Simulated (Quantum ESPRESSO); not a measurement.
**Band energies of Li₃Au**

```xyz
4
Lattice="0.0000 3.1067 3.1067 3.1067 0.0000 3.1067 3.1067 3.1067 0.0000" Properties=species:S:1:pos:R:3 pbc="T T T"
Li     1.5534     1.5534     1.5534
Li     4.6601     4.6601     4.6601
Li     3.1067     3.1067     3.1067
Au     0.0000     0.0000     0.0000
```

PBEsol (Quantum ESPRESSO, PseudoDojo norm-conserving, 76 Ry, scalar-relativistic); path ΓXWKΓLUWLK,UX; energies in eV from the Fermi level.

```csv
k (1/Å),point,band 10,band 11,band 12,band 13,band 14,band 15,band 16,band 17
0.00,Γ,-4.57,-4.57,-4.18,-4.18,4.07,4.07,4.07,6.01
0.22,,-4.53,-4.53,-4.23,-4.16,3.11,3.11,3.84,5.55
0.56,,-4.32,-4.32,-4.31,-4.08,1.19,1.19,1.54,4.24
0.79,,-4.15,-4.15,-4.03,-3.82,-0.34,0.33,0.33,4.08
1.01,X,-4.06,-4.06,-4.01,-3.17,-1.40,0.02,0.02,4.04
1.14,,-4.09,-4.06,-4.04,-3.22,-1.34,-0.03,0.02,4.21
1.39,,-4.26,-4.26,-4.06,-3.39,-0.93,-0.39,0.05,5.39
1.52,W,-4.36,-4.36,-4.06,-3.42,-0.65,-0.65,0.06,5.84
1.76,,-4.23,-4.21,-4.10,-3.49,-0.89,-0.64,0.59,5.09
1.87,K,-4.20,-4.17,-4.13,-3.51,-0.92,-0.66,0.76,4.87
1.98,,-4.27,-4.23,-4.17,-3.69,-0.83,-0.61,1.22,5.11
2.30,,-4.45,-4.34,-4.32,-3.98,-0.16,0.70,3.07,5.59
2.63,,-4.51,-4.50,-4.24,-4.16,2.02,2.50,4.66,5.38
2.84,,-4.57,-4.56,-4.19,-4.18,3.68,3.78,4.14,6.03
2.95,Γ,-4.57,-4.57,-4.18,-4.18,4.07,4.07,4.07,6.01
3.14,,-4.55,-4.55,-4.19,-4.19,2.82,3.89,3.89,6.17
3.34,,-4.50,-4.50,-4.19,-4.19,0.99,3.55,3.55,5.60
3.63,,-4.52,-4.10,-4.10,-4.06,-1.36,3.15,3.15,4.79
3.82,L,-4.54,-4.06,-4.06,-3.64,-2.14,3.05,3.05,4.63
4.13,,-4.41,-4.20,-4.09,-3.66,-1.73,1.16,1.85,5.17
4.34,,-4.26,-4.24,-4.12,-3.61,-1.14,-0.29,1.04,5.01
4.44,U,-4.20,-4.17,-4.13,-3.51,-0.92,-0.66,0.76,4.87
4.68,,-4.30,-4.30,-4.07,-3.44,-0.80,-0.59,0.25,5.57
4.80,W,-4.36,-4.36,-4.06,-3.42,-0.65,-0.65,0.06,5.84
4.98,,-4.32,-4.25,-4.11,-3.55,-1.08,-0.19,0.60,5.80
5.16,,-4.35,-4.23,-4.11,-3.65,-1.61,0.89,1.49,5.65
5.43,,-4.52,-4.08,-4.07,-3.65,-2.11,2.77,2.86,4.82
5.51,L,-4.54,-4.06,-4.06,-3.64,-2.14,3.05,3.05,4.63
5.60,,-4.53,-4.08,-4.07,-3.65,-2.11,2.77,2.86,4.79
5.87,,-4.38,-4.23,-4.09,-3.66,-1.62,0.82,1.66,5.16
6.05,,-4.25,-4.23,-4.12,-3.60,-1.09,-0.37,0.99,5.00
6.13,K,-4.20,-4.17,-4.13,-3.51,-0.92,-0.66,0.76,4.87
6.13,U,-4.20,-4.17,-4.13,-3.51,-0.92,-0.66,0.76,4.87
6.22,,-4.15,-4.11,-4.10,-3.37,-1.12,-0.45,0.44,4.62
6.49,X,-4.06,-4.06,-4.01,-3.17,-1.40,0.02,0.02,4.04
```

A metal at this level: along this path bands 14, 15 cross the Fermi level.

Spin-orbit coupling is left out; for elements this heavy it splits bands near the Fermi level.

Geometry of the Materials Project entry, not relaxed at this level.
